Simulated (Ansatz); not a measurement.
The relaxed structure here is a generated cell of TiC: the first start was made by placing the elements on the sites of a structure type, and the end was not matched to a known phase here, so it may be hypothetical. Known forms of TiC include space group No. 225.

A relaxed cell of TiC (P6/mmm (No. 191)), relaxed on a k-mesh at least as fine as the one used below. All values below come from PBE (plane waves to 420 eV, PAW, scalar-relativistic; Ansatz, a quantum-chemistry and plane-wave program). Γ-centred k-mesh 7×7×6 on the run's cell (coarser than for final values), Fermi–Dirac smearing 0.05 eV.

```
TiC
1.0
    5.32733     0.00000     0.00000
   -2.66366     4.61360     0.00000
    0.00000     0.00000     5.94087
Ti C
6 6
Direct
  0.50000   0.00000   0.00000
  0.50000   0.00000   0.50000
  0.50000   0.50000   0.00000
  0.50000   0.50000   0.50000
  0.00000   0.50000   0.00000
  0.00000   0.50000   0.50000
  0.00000   0.00000   0.00000
  0.00000   0.00000   0.50000
  0.33333   0.66667   0.25000
  0.33333   0.66667   0.75000
  0.66667   0.33333   0.25000
  0.66667   0.33333   0.75000
```

The atoms are displaced along an unstable phonon of this cell by (Å):

```json
[
 {"atom": "Ti1", "ux": "0.000", "uy": "0.000", "uz": "-0.007"},
 {"atom": "Ti2", "ux": "0.000", "uy": "0.000", "uz": "0.007"},
 {"atom": "Ti3", "ux": "0.000", "uy": "0.000", "uz": "-0.007"},
 {"atom": "Ti4", "ux": "0.000", "uy": "0.000", "uz": "0.007"},
 {"atom": "Ti5", "ux": "0.000", "uy": "0.000", "uz": "-0.007"},
 {"atom": "Ti6", "ux": "0.000", "uy": "0.000", "uz": "0.007"},
 {"atom": "C7", "ux": "0.000", "uy": "0.000", "uz": "-0.150"},
 {"atom": "C8", "ux": "0.000", "uy": "0.000", "uz": "0.150"},
 {"atom": "C9", "ux": "0.000", "uy": "0.000", "uz": "0.000"},
 {"atom": "C10", "ux": "0.000", "uy": "0.000", "uz": "0.000"},
 {"atom": "C11", "ux": "0.000", "uy": "0.000", "uz": "0.000"},
 {"atom": "C12", "ux": "0.000", "uy": "0.000", "uz": "0.000"}
]
```

Task: What forces (eV/Å) and pressure result?

Result: 
| atom | Fx | Fy | Fz |
|---|---|---|---|
| Ti1 | 0.00 | 0.00 | -0.04 |
| Ti2 | 0.00 | 0.00 | 0.04 |
| Ti3 | 0.00 | 0.00 | -0.04 |
| Ti4 | 0.00 | 0.00 | 0.04 |
| Ti5 | 0.00 | 0.00 | -0.04 |
| Ti6 | 0.00 | 0.00 | 0.04 |
| C7 | 0.00 | 0.00 | -0.43 |
| C8 | 0.00 | 0.00 | 0.43 |
| C9 | 0.00 | 0.00 | 0.00 |
| C10 | 0.00 | 0.00 | 0.00 |
| C11 | 0.00 | 0.00 | 0.00 |
| C12 | 0.00 | 0.00 | 0.00 |

Pressure -0.2 GPa.

The undisplaced cell is probably no minimum: from this displacement the run went on to P6/mmm (No. 191), 0.22 eV/atom below it.

No spin polarisation in the result.
